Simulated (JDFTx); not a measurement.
An input for a modified build of JDFTx (SiC(1 0 -1 0), CANDLE, water, 2 M KCl; bohr, hartree) and the course of its log:

```
lattice \
  5.8080923492 0.0000000000 0.0000000000 \
  0.0000000000 9.5341407303 0.0000000000 \
  0.0000000000 0.0000000000 41.9519199667
coords-type Lattice
ion C 0.5000000000 0.1358801617 -0.1375260583 0
ion C 0.0000000000 0.6367366053 -0.1028692053 0
ion C 0.0000000000 0.1246000000 -0.0199830170 0
ion C 0.5000000000 0.6246000000 0.0199830170 0
ion C 0.5000000000 0.1367366053 0.1028692053 0
ion C 0.0000000000 0.6358801617 0.1375260583 0
ion Si 0.5000000000 0.4781258538 -0.1298855673 0
ion Si 0.0000000000 0.0105106451 -0.1040595685 0
ion Si 0.0000000000 0.5004000000 -0.0199830170 0
ion Si 0.5000000000 0.0004000000 0.0199830170 0
ion Si 0.5000000000 0.5105106451 0.1040595685 0
ion Si 0.0000000000 -0.0218741462 0.1298855673 0
ion-species pseudo/c_pbe_v1.2.upf
ion-species pseudo/si_pbe_v1.upf
elec-cutoff 20 100
elec-ex-corr gga-PBE
coulomb-interaction Slab 001
coulomb-truncation-embed 0 0 0
kpoint-folding 6 4 1
elec-smearing Fermi 0.003
elec-n-bands 30
target-mu -0.124580
electronic-scf nIterations 100 energyDiffThreshold 1e-07
fluid LinearPCM
pcm-variant CANDLE
fluid-solvent H2O
fluid-cation K+ 2
fluid-anion Cl- 2
fluid-minimize nIterations 400 knormThreshold 1e-11
wavefunction read f0.wfns
elec-initial-eigenvals f0.eigenvals
elec-initial-fillings read f0.fillings
fluid-initial-state f0.fluidState
dump-name f0_u1.$VAR
dump End State Ecomponents EigStats BandEigs Forces ElecDensity IonicPositions Fillings Kpoints Dtot FluidDebug BoundCharge FluidDensity
```

```
[one cycle in 5 is shown, and the last three; fluid-solver lines are left out]
	FillingsUpdate:  mu: -0.124580000  nElectrons: 48.263847
SCF: Cycle:  0   G: -52.037313511128680   dG: +3.197e-03   |Residual|: 1.691e-02   |deigs|: 7.295e-09
	FillingsUpdate:  mu: -0.124580000  nElectrons: 48.154134
SCF: Cycle:  5   G: -52.041657670591590   dG: -3.568e-05   |Residual|: 3.091e-03   |deigs|: 1.757e-04
	FillingsUpdate:  mu: -0.124580000  nElectrons: 48.223556
SCF: Cycle: 10   G: -52.040525468877867   dG: -1.129e-04   |Residual|: 1.145e-02   |deigs|: 4.902e-04
	FillingsUpdate:  mu: -0.124580000  nElectrons: 48.230628
SCF: Cycle: 15   G: -52.039234630525286   dG: -3.237e-03   |Residual|: 1.281e-02   |deigs|: 2.377e-03
	FillingsUpdate:  mu: -0.124580000  nElectrons: 48.250008
SCF: Cycle: 20   G: -52.040246843360009   dG: -1.806e-05   |Residual|: 1.135e-02   |deigs|: 1.406e-04
	FillingsUpdate:  mu: -0.124580000  nElectrons: 48.327294
SCF: Cycle: 25   G: -52.039056720676960   dG: +1.343e-03   |Residual|: 1.413e-02   |deigs|: 1.967e-03
	FillingsUpdate:  mu: -0.124580000  nElectrons: 48.286126
SCF: Cycle: 30   G: -52.039682518667107   dG: -7.838e-07   |Residual|: 1.214e-02   |deigs|: 1.750e-04
	FillingsUpdate:  mu: -0.124580000  nElectrons: 48.251850
SCF: Cycle: 35   G: -52.039660586563073   dG: +1.988e-04   |Residual|: 1.177e-02   |deigs|: 1.760e-04
	FillingsUpdate:  mu: -0.124580000  nElectrons: 48.241067
SCF: Cycle: 40   G: -52.040067614002211   dG: -7.201e-05   |Residual|: 1.107e-02   |deigs|: 1.037e-04
	FillingsUpdate:  mu: -0.124580000  nElectrons: 48.304770
SCF: Cycle: 45   G: -52.039529091878421   dG: +3.514e-06   |Residual|: 1.246e-02   |deigs|: 2.226e-04
	FillingsUpdate:  mu: -0.124580000  nElectrons: 48.237254
SCF: Cycle: 50   G: -52.040225171494775   dG: +6.581e-05   |Residual|: 1.093e-02   |deigs|: 4.799e-04
	FillingsUpdate:  mu: -0.124580000  nElectrons: 48.262225
SCF: Cycle: 55   G: -52.039647561626062   dG: +5.592e-05   |Residual|: 1.186e-02   |deigs|: 1.418e-04
	FillingsUpdate:  mu: -0.124580000  nElectrons: 48.277304
SCF: Cycle: 60   G: -52.036343782099301   dG: +3.641e-03   |Residual|: 1.809e-02   |deigs|: 2.693e-03
	FillingsUpdate:  mu: -0.124580000  nElectrons: 48.246472
SCF: Cycle: 65   G: -52.039035348270332   dG: -4.688e-05   |Residual|: 1.301e-02   |deigs|: 6.668e-05
	FillingsUpdate:  mu: -0.124580000  nElectrons: 48.365329
SCF: Cycle: 70   G: -52.038731112808208   dG: -2.196e-03   |Residual|: 1.431e-02   |deigs|: 1.086e-03
	FillingsUpdate:  mu: -0.124580000  nElectrons: 48.345022
SCF: Cycle: 75   G: -52.032301234279210   dG: -1.784e-04   |Residual|: 2.279e-02   |deigs|: 8.561e-05
	FillingsUpdate:  mu: -0.124580000  nElectrons: 48.351858
SCF: Cycle: 80   G: -52.037294280113542   dG: +9.487e-04   |Residual|: 1.519e-02   |deigs|: 1.272e-03
	FillingsUpdate:  mu: -0.124580000  nElectrons: 48.247293
SCF: Cycle: 85   G: -52.040271844197321   dG: -1.527e-03   |Residual|: 1.075e-02   |deigs|: 1.518e-03
	FillingsUpdate:  mu: -0.124580000  nElectrons: 48.328043
SCF: Cycle: 90   G: -52.039093234365211   dG: +1.103e-03   |Residual|: 1.323e-02   |deigs|: 1.676e-03
	FillingsUpdate:  mu: -0.124580000  nElectrons: 48.264965
SCF: Cycle: 95   G: -52.037687839005912   dG: -4.136e-05   |Residual|: 1.554e-02   |deigs|: 3.231e-05
	FillingsUpdate:  mu: -0.124580000  nElectrons: 48.252485
SCF: Cycle: 97   G: -52.038510483063106   dG: -2.273e-04   |Residual|: 1.399e-02   |deigs|: 1.465e-04
	FillingsUpdate:  mu: -0.124580000  nElectrons: 48.247164
SCF: Cycle: 98   G: -52.039204380185254   dG: -6.939e-04   |Residual|: 1.247e-02   |deigs|: 4.430e-04
	FillingsUpdate:  mu: -0.124580000  nElectrons: 48.398525
SCF: Cycle: 99   G: -52.037097262221344   dG: +2.107e-03   |Residual|: 1.568e-02   |deigs|: 2.412e-03
SCF: None of the convergence criteria satisfied after 100 iterations.
IonicMinimize: Iter:   0  G: -52.037097262221344  |grad|_K:  0.000e+00
IonicMinimize: Converged (|grad|_K<1.000000e-04).
```

This run gave no converged result. The electronic loop ended without meeting its threshold, so the last energy, electron count and forces aren't results.
